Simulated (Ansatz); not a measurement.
An Ansatz (a first-principles code) run. Input:

Ansatz 0.2 input:
```yaml
crystal:
  lattice:
    - [4.2880575963, 0.0, 0.0]
    - [-2.1440287982, 3.7135668113, 0.0]
    - [0.0, 0.0, 10.8952343114]
  atoms:
    - { symbol: Ge, position: [0.0, 0.0, 0.0018859951] }
    - { symbol: Te, position: [0.6666666667, 0.3333333333, 0.8651868929] }
    - { symbol: Pb, position: [0.6666666667, 0.3333333333, 0.3107422823] }
    - { symbol: Pb, position: [0.3333333333, 0.6666666667, 0.6502349144] }
    - { symbol: Se, position: [0.3333333333, 0.6666666667, 0.1660024068] }
    - { symbol: Se, position: [0.0, 0.0, 0.5059375084] }
kpoints:
  mp_grid: { grid: [5, 5, 2] }
hamiltonian:
  xc: hse06
  pseudopotentials: { kind: paw }
scf:
  n_extra_bands: 6
  occupations: { method: fixed }
output:
  eigenvalues: true
  eigenstates:
    e_range: [-9.0, 9.3]
    kpoints:
      - [0.0, 0.5, 0.5]  # VBM
      - [0.0, 0.5, 0.5]  # CBM
      - [0.0, 0.0, 0.0]  # GAMMA
      - [0.0, 0.0, 0.5]  # A
      - [0.3333333333, 0.3333333333, 0.0]  # K
      - [0.3333333333, 0.3333333333, 0.5]  # H
      - [0.5, 0.0, 0.0]  # M
      - [0.5, 0.0, 0.5]  # L
```

Output (shortened):

```
Pseudopotential: Ge, paw, valence charge 14
Pseudopotential: Te, paw, valence charge 16
Pseudopotential: Pb, paw, valence charge 14
Pseudopotential: Se, paw, valence charge 16
Functional definition: HSE06
davidson cushion auto → on  (no smearing: the cushion is to keep the highest requested band from converging to the state above it …
Crystal: 6 atoms, lattice volume = 173.496 Å³
Basis set: ecut = 420 eV, 3355 PW (Γ)
Bands: 51, of which v1, the nominal top of the filled ones, is band 45 counted from 1 (44 counted from 0)
Symmetry: 6 space group operations
Space group: P3m1 (ITA 156), of the structure as read, at distance tolerance 5.6e-5 Å
k-points: 10 of 50 (time reversal used)
SCF iter   1: F=—  HF=-46028.229546 eV  |F-HF|=—  |Δ(HF+E_count)|=         —  Δρ=1.16e-3  dr2=5.21e-3  ethr=1.77e-3  ⟨swp⟩=8.0  Hψ=2058  notcnv=0
preconditioner: auto → none
SCF iter   2: F=—  HF=-46028.233382 eV  |F-HF|=—  |Δ(HF+E_count)|=   3.84e-3  Δρ=1.11e-3  dr2=2.40e-2  ethr=5.79e-6  ⟨swp⟩=5.3  Hψ=1776  notcnv=0  defer=2
SCF iter   3: F=—  HF=-46028.230878 eV  |F-HF|=—  |Δ(HF+E_count)|=   2.50e-3  Δρ=4.86e-4  dr2=3.57e-3  ethr=5.79e-6  ⟨swp⟩=4.3  Hψ=1311  notcnv=0
iter 4 solved again at ethr=1.50e-7 eV; its pass at ethr=3.97e-6 eV (dr2=1.35e-4 eV) is discarded
SCF iter   4: F=—  HF=-46028.230539 eV  |F-HF|=—  |Δ(HF+E_count)|=   3.39e-4  Δρ=2.23e-4  dr2=1.32e-4  ethr=1.50e-7  ⟨swp⟩=4.6  Hψ=2405  notcnv=0
SCF iter   5: F=-46028.230574 eV  HF=-46028.230599 eV  |F-HF|=2.49e-5  |Δ(HF+E_count)|=   5.95e-5  Δρ=8.68e-5  dr2=4.19e-5  ethr=1.46e-7  ⟨swp⟩=3.1  Hψ=1250  notcnv=0
SCF 1 stopped early in 5 iterations: F = -46028.230574 eV  dr2 = 4.19e-5
Crystal: 6 atoms, lattice volume = 173.496 Å³
Exchange kernel: α = 0.2500, screened, ω = 0.2079 Å⁻¹, Wigner–Seitz truncation, v(0) = 1046.0490 eV·Å³, q-mesh 5×5×2, nearest image of the exchange supercell L …
Frozen-core exchange: fock
SCF iter   1: F=—  HF=-46043.650330 eV  |F-HF|=—  |Δ(HF+E_count)|=         —  Δρ=6.31e-3  dr2=5.43e-2  ethr=4.66e-7  ⟨swp⟩=8.8  Hψ=2867  notcnv=0
preconditioner: auto → none
SCF iter   2: F=—  HF=-46043.620198 eV  |F-HF|=—  |Δ(HF+E_count)|=   3.01e-2  Δρ=2.35e-3  dr2=1.76e-2  ethr=4.66e-7  ⟨swp⟩=5.0  Hψ=2228  notcnv=0
SCF iter   3: F=—  HF=-46043.623268 eV  |F-HF|=—  |Δ(HF+E_count)|=   3.07e-3  Δρ=1.43e-3  dr2=4.06e-2  ethr=4.66e-7  ⟨swp⟩=5.1  Hψ=2112  notcnv=0  recentre
SCF iter   4: F=—  HF=-46043.617932 eV  |F-HF|=—  |Δ(HF+E_count)|=   5.34e-3  Δρ=7.71e-4  dr2=3.94e-3  ethr=4.66e-7  ⟨swp⟩=5.0  Hψ=1892  notcnv=0
SCF iter   5: F=—  HF=-46043.638507 eV  |F-HF|=—  |Δ(HF+E_count)|=   2.06e-2  Δρ=8.09e-4  dr2=1.25e-3  ethr=4.66e-7  ⟨swp⟩=4.8  Hψ=2116  notcnv=0
SCF iter   6: F=—  HF=-46043.638088 eV  |F-HF|=—  |Δ(HF+E_count)|=   4.19e-4  Δρ=1.54e-4  dr2=1.06e-4  ethr=4.66e-7  ⟨swp⟩=3.4  Hψ=1582  notcnv=0
SCF iter   7: F=—  HF=-46043.638557 eV  |F-HF|=—  |Δ(HF+E_count)|=   4.70e-4  Δρ=1.48e-4  dr2=8.45e-5  ethr=3.29e-8  ⟨swp⟩=4.7  Hψ=1889  notcnv=0
SCF iter   8: F=-46043.638534 eV  HF=-46043.638538 eV  |F-HF|=3.85e-6  |Δ(HF+E_count)|=   1.95e-5  Δρ=3.90e-5  dr2=9.13e-6  ethr=3.29e-8  ⟨swp⟩=3.9  Hψ=1322  notcnv=0
SCF 2 stopped early in 8 iterations: F = -46043.638534 eV  dr2 = 9.13e-6
hybrid outer 1: dexx = +2.380e-2 eV, tail = 1.83e-4 eV
Crystal: 6 atoms, lattice volume = 173.496 Å³
Exchange kernel: α = 0.2500, screened, ω = 0.2079 Å⁻¹, Wigner–Seitz truncation, v(0) = 1046.0490 eV·Å³, q-mesh 5×5×2, nearest image of the exchange supercell L …
Frozen-core exchange: fock
SCF iter   1: F=—  HF=-46043.638396 eV  |F-HF|=—  |Δ(HF+E_count)|=         —  Δρ=4.39e-5  dr2=6.16e-6  ethr=1.02e-6  ⟨swp⟩=2.8  Hψ=1141  notcnv=0
preconditioner: auto → none
SCF iter   2: F=—  HF=-46043.638400 eV  |F-HF|=—  |Δ(HF+E_count)|=   3.51e-6  Δρ=2.38e-5  dr2=1.38e-6  ethr=6.51e-9  ⟨swp⟩=4.1  Hψ=1911  notcnv=0
SCF iter   3: F=—  HF=-46043.638399 eV  |F-HF|=—  |Δ(HF+E_count)|=   1.93e-7  Δρ=1.15e-5  dr2=5.81e-7  ethr=1.21e-9  ⟨swp⟩=3.5  Hψ=1279  notcnv=0
SCF iter   4: F=—  HF=-46043.638401 eV  |F-HF|=—  |Δ(HF+E_count)|=   1.33e-6  Δρ=1.02e-5  dr2=1.97e-7  ethr=3.74e-10  ⟨swp⟩=5.0  Hψ=1683  notcnv=0  defer=1
iter 5 solved again at ethr=1.54e-11 eV; its pass at ethr=1.91e-10 eV (dr2=1.39e-8 eV) is discarded
SCF iter   5: F=-46043.638401 eV  HF=-46043.638401 eV  |F-HF|=1.12e-8  |Δ(HF+E_count)|=   3.61e-8  Δρ=2.99e-6  dr2=2.14e-8  ethr=1.54e-11  ⟨swp⟩=2.8  Hψ=2362  notcnv=0
SCF 3 converged in 5 iterations: F = -46043.638401 eV  dr2 = 2.14e-8
hybrid outer 2: dexx = +1.539e-6 eV, tail = 1.04e-7 eV, Δε = 3.01e-3 eV (about 1.20e-4 eV left of the loop's levels)
NSCF: frozen V_eff on 8 k-points
hybrid SCF converged: 2 outer / 13 inner (+5 warm-up), last move |dexx| = 1.54e-6 eV, tail = 1.04e-7 eV
Stability not checked (fock_operator)
Free energy (F): -46043.638401 eV
Frozen-core exchange: fock
Harris-Foulkes:  -46043.638401 eV  (|F-HF|=1.12e-8)
Internal energy: -46043.638401 eV  (E = F + TS)
E sigma→0 (E₀):  -46043.638401 eV
Fermi energy:    8.200587 eV
--- Per-component energies (eV) ---
  E_band       = -1491.012421
  E_kinetic    = 1096.690123
  E_local      = -10874.348051  (includes V_loc(G=0)·N_el)
  E_nonlocal   = -390.885371
  E_hartree    = 5217.971249
  E_xc         = -680.005465
  E_vxc        = -504.479968  (∫ρ·V_xc dr)
  E_exx        = -298.196590  (= α·E_x^exact, valence–valence)
  E_paw        = -31192.469254  (= ΣΔE_a)
  E_vpaw       = -657.538312  (= ΣTr[D̂ρ^β])
  E_aug_tail   = -0.000930  (compensation charges beyond the density's cutoff)
  E_ewald      = -8920.367891
  E_core_change = -2.026219  (= ΣΔE_core)
  E_smearing   =  0.000000  (= −TS)
  E_closure    = 0.000000  (closes the sum)
  Σ components = -46043.638401   (vs F -46043.638401, Δ=0.00e0)
  [band-id]    e_kinetic+e_local+e_nonlocal+2·e_hartree+e_vxc+2·e_exx+e_vpaw+e_augmentation_tail = -1491.013192   (vs E_band -1491.012421, Δ=-7.70e-4)
--- Band table (eV; the first three rows and the last of 10) ---
  k-point 0: bands = ["-42.8403", "-42.8403", "-42.8368", "-42.8368", "-42.8352", "-42.8160", "-42.8160", "-42.8095", "-42.8095", "-42.8055", "-30.5967", "-30.5967", "-30.5857", "-30.5857", "-30.5804", "-19.6103", "-19.6103", "-19.6002", "-19.5991", …
  k-point 1: bands = ["-42.8403", "-42.8403", "-42.8368", "-42.8368", "-42.8352", "-42.8160", "-42.8160", "-42.8095", "-42.8095", "-42.8055", "-30.5967", "-30.5967", "-30.5857", "-30.5857", "-30.5804", "-19.6103", "-19.6103", "-19.6002", "-19.5991", …
  k-point 2: bands = ["-42.8403", "-42.8403", "-42.8368", "-42.8368", "-42.8351", "-42.8160", "-42.8160", "-42.8095", "-42.8095", "-42.8055", "-30.5967", "-30.5961", "-30.5859", "-30.5856", "-30.5801", "-19.6112", "-19.6100", "-19.5998", "-19.5991", …
  k-point 9: bands = ["-42.8404", "-42.8403", "-42.8368", "-42.8367", "-42.8351", "-42.8160", "-42.8159", "-42.8095", "-42.8095", "-42.8055", "-30.5964", "-30.5955", "-30.5860", "-30.5855", "-30.5794", "-19.6124", "-19.6102", "-19.5994", "-19.5986", …
```

Cost: about 10 core-minutes (a rough figure) on shared cores.

The points marked VBM and CBM come from a semilocal run.

The workflow started from a Materials Project entry (that database holds measured and hypothetical structures alike); the Crystallography Open Database copy checked does not list it. Whether it is the stable phase at ambient conditions was not checked. Symmetry was held in the r²SCAN+D4 relaxation; whether a distortion lowers the energy is not shown. Spin–orbit coupling is left out wherever it is not named.

Potentials: the later of the program's two PAW sets.

Ansatz is a plane-wave DFT program.
